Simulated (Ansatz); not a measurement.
GeSe in space group P6_3mc (No. 186; Ge on 2b, Se on 2b) at seven volumes, plane-wave PAW HSE06 (Ansatz code), shape and atoms relaxed at each. One row is withheld.

```json
[
 {"V (Å³/atom)": "25.990", "P (GPa)": "4.06"},
 {"V (Å³/atom)": "26.847", "P (GPa)": "2.48"},
 {"V (Å³/atom)": "27.704", "P (GPa)": "1.15"},
 {"V (Å³/atom)": "28.561", "P (GPa)": "0.00"},
 {"V (Å³/atom)": "29.417", "P (GPa)": "-0.95"},
 {"V (Å³/atom)": "30.274", "P (GPa)": "?"},
 {"V (Å³/atom)": "31.131", "P (GPa)": "-2.42"}
]
```

Q: Fit the shown pressures and predict the withheld one.

A: Third-order Birch–Murnaghan: P = (3/2)B₀(x^(7/2) − x^(5/2))[1 + (3/4)(B′ − 4)(x − 1)] with x = (V₀/V)^(2/3). Least squares on the six rows gives V₀ = 28.568 Å³/atom, B₀ = 34.46 GPa, B′ = 4.65. At V = 30.274, x = 0.9621 and P = -1.75 GPa. The run itself gave -1.73 GPa.

A made-up cell: these elements were put on the sites of a structure type; neither database checked (COD, Materials Project) lists it. It is not the phase usual at ambient conditions (space group No. 62). Symmetry was held in the HSE06 relaxation; whether a distortion lowers the energy is not shown.

Potentials: the later of the program's two PAW sets.
